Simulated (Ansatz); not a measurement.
## CsLiCr2Te2S3: changing the functional

Space group Pm (No. 6). a = 7.057 Å, b = 3.981 Å, c = 9.084 Å, α = 90.00°, β = 107.12°, γ = 90.00°
```
atom  site  symmetry       x       y       z
  Cs    1a         m  0.0774  0.0000  0.3771
  Li    1b         m  0.8642  0.5000  0.7888
  Cr    1a         m  0.1265  0.0000  0.9462
  Cr    1b         m  0.5929  0.5000  0.9717
  Te    1a         m  0.5084  0.0000  0.1527
  Te    1a         m  0.5561  0.0000  0.7489
   S    1a         m  0.8743  0.0000  0.6850
   S    1b         m  0.2518  0.5000  0.8440
   S    1b         m  0.9629  0.5000  0.0536
```

The cell comes from a database or a generator and needn't be the stable form of this composition.

Kept alike: task band structure; k mesh 4 × 7 × 3; occupations fermi-dirac, width 0.05 eV; collinear spin, ferromagnetic start. Program: Ansatz, Ansatz PAW. Cutoffs run from 420 to 500 eV. The mesh is that of the run's cell of 9 atoms. No spin-orbit coupling.

| functional | band gap (eV) | pressure (GPa) | largest site moment (μB) |
| --- | --- | --- | --- |
| BLYP | 0.509 | 2.80 | 2.86 |
| LDA | 0.382 | -4.01 | 2.87 |
| PBE | 0.459 | 0.02 | 2.89 |
| PBEsol | 0.413 | -2.24 | 2.90 |
| RPBE | 0.483 | 1.82 | 2.92 |
| r2SCAN | 0.623 | -0.05 | 3.01 |
| revPBE | 0.477 | 1.40 | 2.92 |

Pressure is positive in compression, with a Pulay correction for the finite cutoff. Spin-orbit coupling, left out here, moves the band edges of heavy atoms and can close or invert small gaps. The runs hold the magnetic state that their start led to, which needn't be the lowest. Gaps are the smaller of the mesh's and the band path's. Site moments count inside each atom's sphere or projector. All rows use potentials made for PBE.

The band gap runs from 0.382 (LDA) to 0.623 eV (r2SCAN). From PBE: BLYP +0.050; LDA -0.077; PBEsol -0.046; RPBE +0.024; r2SCAN +0.164; revPBE +0.018. The pressure runs from -4.01 (LDA) to 2.80 GPa (BLYP). From PBE: BLYP +2.78; LDA -4.03; PBEsol -2.26; RPBE +1.80; r2SCAN -0.07; revPBE +1.38. The largest site moment runs from 2.86 (BLYP) to 3.01 μB (r2SCAN). From PBE: BLYP -0.03; LDA -0.02; PBEsol +0.01; RPBE +0.03; r2SCAN +0.12; revPBE +0.03.
